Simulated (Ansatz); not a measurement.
CaSe:
```xyz
2
Lattice="0.0000 2.9342 2.9342 2.9342 0.0000 2.9342 2.9342 2.9342 0.0000" Properties=species:S:1:pos:R:3 pbc="T T T"
Ca     0.0000     0.0000     0.0000
Se     2.9342     2.9342     2.9342
```

Relaxed with PBEsol. Special points in fractions of this cell's reciprocal vectors: Γ (0.000, 0.000, 0.000); X (0.500, 0.000, 0.500); U (0.625, 0.250, 0.625); K (0.375, 0.375, 0.750); L (0.500, 0.500, 0.500); W (0.500, 0.250, 0.750).

### Question
List the band energies nearest the valence-band maximum at these points for plane-wave PAW PBEsol with spin–orbit coupling (Ansatz code).

### Answer
In eV from the valence-band maximum; about four levels below and three above (degenerate sets whole), none deeper than 8.9 eV; points with the same levels are listed once.

| k | below | above |
|---|---|---|
| Γ | 0.00 0.00 0.00 0.00 | 3.18 3.18 3.51 3.51 3.51 3.51 |
| X | -1.22 -1.22 -0.99 -0.99 | 1.74 1.74 4.92 4.92 |
| U | -2.26 -2.26 -1.29 -1.29 | 3.05 3.05 5.59 5.59 |
| L | -1.49 -1.49 -1.29 -1.29 | 4.28 4.28 5.37 5.37 |
| W | -2.13 -2.13 -1.85 -1.85 | 4.21 4.21 4.26 4.26 |

Space group Fm-3m (rock salt). Symmetry was held in the PBEsol relaxation.

Potentials: the later of the program's two PAW sets.
